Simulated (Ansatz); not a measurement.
MoS₂:
```yaml
crystal:
  lattice:
    - [1.58805, 0.91686, 6.22387]
    - [-1.58805, 0.91686, 6.22387]
    - [0.00000, -1.83372, 6.22387]
  atoms:
    - { symbol: Mo, position: [0.00000, 0.00000, 0.00000] }
    - { symbol: S, position: [0.74977, 0.74977, 0.74977] }
    - { symbol: S, position: [0.58352, 0.58352, 0.58352] }
```

The program Ansatz at the r²SCAN+D4 level (PAW) gives a gap of 1.03 eV without spin–orbit coupling, maximum at T, minimum off the standard path, at k = (0.130, 0.464, -0.201).

**Question.** What happens when spin–orbit coupling is switched on?

**Answer.** The gap shrinks by 0.01 eV, to 1.02 eV; maximum at T, minimum off the standard path, at k = (0.148, 0.482, -0.182).

Space group R3m. Symmetry was held in the r²SCAN+D4 relaxation. The run is not spin-polarised.

Potentials: the later of the program's two PAW sets.
